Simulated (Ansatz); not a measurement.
## CoSi₄Ru₃: stable or not

It was reached by relaxing an invented guess, and it needn't be the stable form of this composition.

All numbers below come from Ansatz 0.2.0, DFT PBE, scalar-relativistic, plane waves, PAW. Plane waves to 420 eV, an 8×8×12 mesh through Γ for the 8-atom cell and 0.10 eV Gaussian smearing; collinear spin.

```cif
data_structure
_symmetry_space_group_name_H-M 'P4/mmm'
_symmetry_Int_Tables_number 123
_cell_length_a 5.7952
_cell_length_b 5.7952
_cell_length_c 2.9241
_cell_angle_alpha 90.000
_cell_angle_beta 90.000
_cell_angle_gamma 90.000
_cell_volume 98.20
loop_
_atom_site_label
_atom_site_type_symbol
_atom_site_symmetry_multiplicity
_atom_site_Wyckoff_symbol
_atom_site_fract_x
_atom_site_fract_y
_atom_site_fract_z
_atom_site_occupancy
Co1 Co 1 c 0.50000 0.50000 0.00000 1
Si1 Si 4 k 0.74464 0.74464 0.50000 1
Ru1 Ru 1 a 0.00000 0.00000 0.00000 1
Ru2 Ru 2 f 0.00000 0.50000 0.00000 1
```

Formation energies are uncorrected and refer to the elements' standard structures at the same level.

Task: These tests were run: energy against the elements; random kick, then relaxation without symmetry; phonons on a 1×1×4 q mesh. What do they show?

Result:

| test | result |
| --- | --- |
| energy against the elements | −0.53 eV/atom |
| random kick, then relaxation without symmetry | returns |
| phonons on a 1×1×4 q mesh | no imaginary mode on the mesh |

It fails none of these tests. Other phases of the system weren't compared here, so this isn't yet thermodynamic stability.

Another magnetic order may lie lower. The kick test ran on a coarse mesh. The run for the phonons used an 8×8×12 k mesh and Gaussian smearing of 0.20 eV. The cell carries site moments Co 0.6 μB.
